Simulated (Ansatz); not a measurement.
Values for one crystal, relaxed and computed with plane-wave PAW PBEsol (Ansatz code); other levels are named.

| Quantity | Value |
|---|---|
| Volume per atom | 14.68 Å³ |
| Electronic character | metallic (no gap) |
| Density of states at the Fermi level | 1.1 states/eV per atom (mean over ±0.08 eV) |
| Pressure derivative B′ | 5.8 |
| Bulk modulus (Birch–Murnaghan fit) | 302 GPa |
| Formation energy from the elements (no fitted shifts) | 0.18 eV/atom |

### Question
Pick the material that matches.
A. Al3Ru2, I4/mmm (Al on 2a, Al on 4e, Ru on 4e)
B. AgW, CsCl type
C. RuW, Cmcm (W on 4c, Ru on 4c)
D. NbRu, rock salt

### Answer
C, RuW, Cmcm (W on 4c, Ru on 4c)

The start of the workflow was typed in or built on a structure type; neither database checked (COD, Materials Project) lists it. Its standing as an ambient phase is unchecked. The PBEsol relaxation kept the symmetry of its start; its stability against distortions is not shown here. No spin polarisation was allowed. Its formation energy is positive at this level, so the cell may be metastable or incomplete. The references are the lowest solids computed at this level, not always the standard phases. Spin–orbit coupling is left out wherever it is not named.

Potentials: the later of the program's two PAW sets.
